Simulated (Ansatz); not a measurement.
Relaxed-ion elastic tensor of KPH₂O₄ in space group Fdd2 (No. 43; Pearson symbol oF64) in GPa (Voigt order), r²SCAN in the plane-wave PAW code Ansatz; density 2.33 g/cm³, 12.10 Å³ per atom.

|  | 1 | 2 | 3 | 4 | 5 | 6 |
|---|---|---|---|---|---|---|
| 1 | 42.8 | 28.8 | 14.7 | 0.0 | 0.0 | 0.0 |
| 2 | 28.8 | 42.0 | 14.6 | 0.0 | 0.0 | 0.0 |
| 3 | 14.7 | 14.6 | 58.2 | 0.0 | 0.0 | 0.0 |
| 4 | 0.0 | 0.0 | 0.0 | 12.7 | 0.0 | 0.0 |
| 5 | 0.0 | 0.0 | 0.0 | 0.0 | 13.4 | 0.0 |
| 6 | 0.0 | 0.0 | 0.0 | 0.0 | 0.0 | 45.2 |

Task: Is the crystal mechanically stable?

Result: Yes: the smallest eigenvalue of C is 12.7 GPa.

Task: Work out the Voigt, Reuss and Hill averages.

Result: K_V = 28.8, K_R = 28.8, K_H = 28.8; G_V = 19.9, G_R = 13.5, G_H = 16.7 GPa.

Task: Give Young's modulus, Poisson's ratio, Pugh's ratio and the universal anisotropy index.

Result: E = 9KG/(3K + G) = 42.0 GPa; ν = 0.26; K/G = 1.72 (near the Pugh limit of 1.75, no verdict); A_U = 5G_V/G_R + K_V/K_R − 6 = 2.36.

Task: Estimate the sound speeds and the Debye temperature.

Result: v_l = √((K + 4G/3)/ρ) = 4680 m/s, v_t = √(G/ρ) = 2680 m/s, mean 2970 m/s; Θ = (h/k)(3n/4πV)^(1/3) v_m = 386 K.

Task: Solve the Christoffel equation for the three sound speeds along x, y, z.

Result: Eigenvalues of C_ijkl n_j n_l equal ρv² (piezoelectric stiffening left out). In km/s, slowest first: x 2.40, 4.28, 4.40; y 2.33, 4.24, 4.40; z 2.33, 2.40, 4.99.

Task: How much does each axis shrink under pressure?

Result: Linear compressibilities β_i = Σ_j S_ij (j = 1 to 3): x 11, y 12, z 11 per TPa.

The first step of the workflow began from a Materials Project structure, measured or hypothetical; the Crystallography Open Database files this formula in space group No. 43, but the cells were not matched. Its standing as an ambient phase is unchecked. The cell was relaxed with r²SCAN under the symmetry of its start; whether a distortion lowers the energy is not shown.

Potentials: the earlier of the program's two PAW sets. The files were generated under PBE; for other functionals the program regenerates the frozen cores, and for LDA and PBEsol the local potential too.
